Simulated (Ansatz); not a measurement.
Data:

NaBrF4:
```
NaBrF4
1.0
   -2.90983     2.90983     5.23068
    2.90983    -2.90983     5.23068
    2.90983     2.90983    -5.23068
Na Br F
2 2 8
Cartesian
  0.00000   0.00000   2.61534
  0.00000   0.00000   7.84602
  0.00000   2.90983   0.00000
  2.90983   0.00000   0.00000
  0.94248   3.85231   1.35108
  1.96736  -0.94248   3.87960
  1.96736   0.94248   1.35108
  0.94248   1.96736   3.87960
  1.96736  -0.94248   6.58176
  0.94248   3.85231  -1.35108
  0.94248   1.96736   6.58176
  1.96736   0.94248  -1.35108
```

This is the HSE06-relaxed structure.

### Question
All from HSE06 (plane waves, PAW; program Ansatz), unless another level is named. Predict the band gap.

### Answer
5.02 eV (direct).

### Question
Give the valence-band maximum.

### Answer
at M.

Space group I4/mcm. The first step of the workflow began from a Materials Project structure, measured or hypothetical; the Crystallography Open Database copy checked does not list it. Whether it is the stable phase at ambient conditions was not checked. Symmetry was held in the HSE06 relaxation; its stability against distortions is not shown here. The hybrid was solved on a coarse mesh, the path and, where they were found, the r²SCAN edge points; its band edges are the extreme levels among these. Scalar-relativistic: spin–orbit coupling is off unless named, which matters more the heavier the elements.

Potentials: the later of the program's two PAW sets.
